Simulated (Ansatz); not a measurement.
Given:

GePt:
```xyz
8
Lattice="5.7045 0.0000 0.0000 0.0000 3.6891 0.0000 0.0000 0.0000 6.0218" Properties=species:S:1:pos:R:3 pbc="T T T"
Pt     2.8584     0.9223     4.1615
Pt     0.0061     0.9223     4.8711
Pt     2.8462     2.7668     1.8602
Pt     5.6985     2.7668     1.1507
Ge     3.9083     0.9223     0.5362
Ge     1.0561     0.9223     2.4747
Ge     1.7962     2.7668     5.4856
Ge     4.6485     2.7668     3.5471
```

This is the LDA-relaxed structure.

Question: All from the program Ansatz at the LDA level (PAW), unless another level is named. Give the electronic character.

Answer: metallic (no gap).

Question: Next, the density of states at the Fermi level?

Answer: 0.23 states/eV per atom (mean over ±0.08 eV).

Question: Give the formation energy from the elements (no fitted shifts).

Answer: -49 kJ/mol-atom.

Space group Pnma. The cell was relaxed with LDA under the symmetry of its start; of distortions, only those at the zone centre were tested. The run is not spin-polarised. The references are the lowest solids computed at this level, not always the standard phases. Scalar-relativistic: spin–orbit coupling is off unless named, which matters more the heavier the elements.

Potentials: the later of the program's two PAW sets.
